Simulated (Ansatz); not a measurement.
Input for Ansatz (plane-wave DFT, PAW):

```yaml
crystal:
  lattice:
    - [2.7023482472, 0.0, 0.0]
    - [-1.3511741236, 2.3403022319, 0.0]
    - [0.0, 0.0, 4.2659655298]
  atoms:
    - { symbol: Ru, position: [0.3333333333, 0.6666666667, 0.25] }
    - { symbol: Ru, position: [0.6666666667, 0.3333333333, 0.75] }
basis:
  ecutwfc: 500
kpoints:
  mp_grid: { grid: [18, 18, 10] }
  band_path:
    path:
      - [[0.0, 0.0, 0.0], [0.5, 0.0, 0.0], [0.33333333, 0.33333333, 0.0], [0.0, 0.0, 0.0], [0.0, 0.0, 0.5], [0.5, 0.0, 0.5], [0.33333333, 0.33333333, 0.5], [0.0, 0.0, 0.5]]
      - [[0.5, 0.0, 0.5], [0.5, 0.0, 0.0]]
      - [[0.33333333, 0.33333333, 0.5], [0.33333333, 0.33333333, 0.0]]
    npoints: 14
hamiltonian:
  xc: r2scan
scf:
  occupations: { method: gaussian, width: 0.1 }
  n_extra_bands: 6
output:
  forces: true
  stress: true
  eigenvalues: true
  populations: true
  dos: { projected: true, de: 0.02, nscf_kmesh: { grid: [27, 27, 15] } }
  bader: true
```

Launched with
```bash
ansatz run input.yaml --threads 1 --pin off --max-ram 2560MiB --backend cpu --events-out ev --progress --plain --runs-dir out
```

These are results of DFT r2SCAN, scalar-relativistic, plane waves, PAW (Ansatz), not measurements.

Part of what the program printed, abridged:

```
scf.n_extra_bands = 6 over 16 filled bands (N_el = 32.0): the run solves 22 bands
Pseudopotentials: kind: paw
Pseudopotential: Ru, paw, valence charge 16, recommended cutoff 500 eV (meta_gga)
Functional definition: r2SCAN
Crystal: 2 atoms, lattice volume = 26.979 Å³
Basis set: ecut = 500 eV, 687 PW (Γ), exchange–correlation on 80×80×128 points (64 copies of the dense FFT grid, shifted against one another)
Bands: 22, of which v1, the nominal top of the filled ones, is band 16 counted from 1 (15 counted from 0)
Symmetry: 24 space group operations
Space group: P63/mmc (ITA 194), of the structure as read, at distance tolerance 3.0e-5 Å
k-points: 222 of 3240
Initial density: superposition of atomic densities (neutral atoms: chi_scale 0, normalization atom), corrected by the library's trained network
Initial wavefunctions: pseudopotential atomic-orbital guess
Functional: x = r2scan, c = r2scan; τ floored in thin density (d = 2e-4 eV/Å³)
SCF iter   1: F=—  HF=-11781.389317 eV  |F-HF|=—  |Δ(HF+E_count)|=         —  Δρ=1.10e-2  dr2=9.83e-3  dr2_τ=1.41e-2  ethr=1.77e-3  ⟨swp⟩=5.0  Hψ=22552  notcnv=0
SCF iter   2: F=—  HF=-11781.410687 eV  |F-HF|=—  |Δ(HF+E_count)|=   2.14e-2  Δρ=6.09e-3  dr2=2.47e-3  dr2_τ=1.95e-4  ethr=3.07e-5  ⟨swp⟩=2.0  Hψ=10875  notcnv=0  defer=255
SCF iter   3: F=—  HF=-11781.413813 eV  |F-HF|=—  |Δ(HF+E_count)|=   3.13e-3  Δρ=1.27e-3  dr2=2.54e-4  dr2_τ=4.57e-5  ethr=7.72e-6  ⟨swp⟩=2.0  Hψ=6345  notcnv=0  defer=255
SCF iter   4: F=—  HF=-11781.413929 eV  |F-HF|=—  |Δ(HF+E_count)|=   1.16e-4  Δρ=2.68e-4  dr2=8.75e-6  dr2_τ=2.11e-6  ethr=7.94e-7  ⟨swp⟩=2.1  Hψ=7455  notcnv=0  defer=255
SCF iter   5: F=—  HF=-11781.413963 eV  |F-HF|=—  |Δ(HF+E_count)|=   3.31e-5  Δρ=6.82e-5  dr2=3.16e-7  dr2_τ=1.33e-7  ethr=2.73e-8  ⟨swp⟩=2.0  Hψ=8065  notcnv=0  defer=255
SCF iter   6: F=-11781.413964 eV  HF=-11781.413964 eV  |F-HF|=1.49e-8  |Δ(HF+E_count)|=   1.37e-6  Δρ=9.90e-6  dr2=7.97e-9  dr2_τ=1.23e-9  ethr=3.13e-10  ⟨swp⟩=8.5  Hψ=23912  notcnv=0
SCF 1 converged in 6 iterations: F = -11781.413964 eV  dr2 = 7.97e-9
SCF converged after 6 iterations
Free energy (F): -11781.413964 eV
Harris-Foulkes:  -11781.413964 eV  (|F-HF|=1.49e-8)
Internal energy: -11781.405150 eV  (E = F + TS)
E sigma→0 (E₀):  -11781.409557 eV
Entropy (-TS):   -0.008814 eV (-4.407 meV/atom)
Fermi energy:    23.568540 eV
--- Per-component energies (eV) ---
  E_band       = -132.750034
  E_kinetic    = 1028.722175
  E_local      = -2500.170020  (includes V_loc(G=0)·N_el)
  E_nonlocal   = 685.635587
  E_hartree    = 803.155784
  E_xc         = -368.678436
  E_vxc        = -534.136541  (∫ρ·V_xc dr)
  E_paw        = -6957.739748  (= ΣΔE_a)
  E_vpaw       = -456.701597  (= ΣTr[D̂ρ^β])
  E_aug_tail   = 0.000200  (compensation charges beyond the density's cutoff)
  E_vtau       = 37.587587  (kinetic-family band-sum trace: ∫τ·v_τ [+ j·A + Jᵃ·Aᵃ] dr)
  E_ewald      = -4471.708780
  E_core_change = -0.621911  (= ΣΔE_core)
  E_smearing   = -0.008814  (= −TS)
--- Forces (eV/Å), atoms counted from 1 ---
  atom   1  Ru     0.00000000     0.00000000     0.00000000
  atom   2  Ru     0.00000000     0.00000000     0.00000000
--- Stress (GPa, compression-positive) ---
        0.003486       0.000000       0.000000
        0.000000       0.003486       0.000000
        0.000000       0.000000      -0.003387
  P = ⅓ Tr σ = 0.0012 GPa (0.012 kbar)
--- Band table (eV; the first three rows and the last of 222) ---
  k-point 0: bands = ["-51.7722", "-51.5403", "-21.5231", "-20.5011", "-20.5011", "-20.3131", "-20.3131", "-20.2632", "15.2151", "17.0480", "20.8520", "20.8520", "21.0599", "21.5657", "21.5657", "22.0833", "22.0833", "24.8209", "24.8209", "24.9666", "34.5270", "39.0022"]
  k-point 1: bands = ["-51.7666", "-51.5461", "-21.4937", "-20.4965", "-20.4965", "-20.3177", "-20.3177", "-20.2956", "15.3341", "17.0887", "20.7757", "20.7757", "20.9998", "21.4946", "21.4946", "22.2532", "22.2532", "24.5706", "24.8288", "24.8288", "35.0412", "38.7472"]
  k-point 2: bands = ["-51.7504", "-51.5628", "-21.4079", "-20.4832", "-20.4832", "-20.3892", "-20.3312", "-20.3312", "15.6769", "17.1987", "20.6431", "20.6431", "20.8397", "21.3095", "21.3095", "22.6570", "22.6570", "23.6056", "24.8203", "24.8203", "36.3539", "38.3567"]
  k-point 221: bands = ["-51.5241", "-51.5241", "-21.2585", "-21.2585", "-20.9674", "-20.9674", "-20.4778", "-20.4778", "18.6257", "18.6257", "19.2512", "19.2512", "20.7068", "20.7068", "22.3237", "22.3237", "24.8671", "24.8671", "32.4534", "32.4534", "34.7893", "34.7893"]
--- Löwdin populations: 2 sites ---
  site symbol q [e]
     0     Ru     15.9107
     1     Ru     15.9107
  spilling = 0.005584 (of n_electrons = 32.000000)
--- Bader charges: 2 sites ---
  site symbol charge [e]  shift [e]
     0     Ru      0.0000     0.0000
     1     Ru      0.0000     0.0000
  estimated error of the sums over rays = 1.2e-4 e
```

Self-consistency was reached.

Time: 42 s on 1 thread of Arm Neoverse V2 (shared host), peak memory 0.53 GiB.